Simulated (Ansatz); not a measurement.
The calculation used DFT PBE, scalar-relativistic, plane waves, PAW in Ansatz. Settings: cutoff 420 eV, Γ-centred meshes spaced at most about 0.3 Å⁻¹, and about 0.25 Å⁻¹ or finer for metals (2π included), Gaussian smearing. No spin polarisation in the final relaxations.

Temperature and zero-point effects are left out. All come from trial cells, and lower structures may exist.

Question: These unrelaxed guesses for Y3Zr2F are each relaxed within their symmetry. Order them by the energy at which they end, lowest first.
1.

```xyz
6
Lattice="5.4548 0.0000 0.0000 -2.7274 4.7240 0.0000 0.0000 0.0000 5.3099" Properties=species:S:1:pos:R:3 pbc="T T T"
Y     2.7274    0.0000    0.0000
Y    -1.3637    2.3620    0.0000
Y     1.3637    2.3620    0.0000
Zr    0.0000    0.0000    1.1519
Zr    0.0000    0.0000    4.1580
F     0.0000    0.0000    2.6550
```

2.

```xyz
6
Lattice="2.8615 1.6521 4.6028 -2.8615 1.6521 4.6028 0.0000 -3.3041 4.6028" Properties=species:S:1:pos:R:3 pbc="T T T"
Y    -1.4307    0.8260    2.3014
Y     1.4307    0.8260    2.3014
Y     0.0000   -1.6521    2.3014
Zr    0.0000    0.0000    8.6845
Zr    0.0000    0.0000    5.1240
F     0.0000    0.0000    0.0000
```

3.

```xyz
6
Lattice="-2.6852 2.6852 4.9019 2.6852 -2.6852 4.9019 2.6852 2.6852 -4.9019" Properties=species:S:1:pos:R:3 pbc="T T T"
Y     0.0000    0.0000    6.6494
Y     0.0000    0.0000    3.1544
Y     0.0000    0.0000    0.0000
Zr    0.0000    2.6852    2.4510
Zr    2.6852    0.0000    2.4510
F     0.0000    0.0000    4.9019
```

Answer: 2 (ends in R-3m, 0 meV/atom), 3 (ends in I4/mmm, 0.52 eV/atom), 1 (ends in P6/mmm, 0.60 eV/atom).

A magnetic state wasn't ruled out in cells without spin, among them R-3m, I4/mmm. Cells relaxed within their symmetry can be saddle points. Some structure types and database cells were kept out of the candidates from the start, so a known form may be missing.
